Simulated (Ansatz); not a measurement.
MoS2: computed property card

MoS₂:
```yaml
crystal:
  lattice:
    - [1.59253, 0.91944, 7.44033]
    - [-1.59253, 0.91944, 7.44033]
    - [0.00000, -1.83889, 7.44033]
  atoms:
    - { symbol: Mo, position: [0.99999, 0.99999, 0.99999] }
    - { symbol: S, position: [0.73666, 0.73666, 0.73666] }
    - { symbol: S, position: [0.59665, 0.59665, 0.59665] }
```

Space group R3m (No. 160); conventional cell a = b = 3.185 Å, c = 22.321 Å, α = β = 90.00°, γ = 120.00°.

Method: PBE (plane waves, PAW; program Ansatz). Geometry: relaxed at this level of theory. Other levels are named where they apply.

Cell and energy:

| Quantity | Value |
|---|---|
| Volume per atom | 21.79 Å³ |
| Density | 4.07 g/cm³ |
| Formation energy from the elements (no fitted shifts) | -0.89 eV/atom |

Electronic structure:

| Property | Result |
|---|---|
| Band gap | 1.45 eV (indirect) |
| Valence-band maximum | at T |
| Conduction-band minimum | off the standard path, at k = (-0.052, 0.281, -0.385) in fractions of the reciprocal vectors |
| Smallest direct gap on the standard path | 1.67 eV |
| Hole effective mass | 0.96, 1.7, 1.7 mₑ (principal values) |

Symmetry was held in the PBE relaxation. The run is not spin-polarised. The volume moved by 23 % from the start of the relaxation. A crystal of weakly bound layers computed without a dispersion correction: the cell and the soft elastic constants depend strongly on that. The references are the lowest solids computed at this level, not always the standard phases. Scalar-relativistic: spin–orbit coupling is off unless named, which matters more the heavier the elements.

Potentials: the later of the program's two PAW sets.
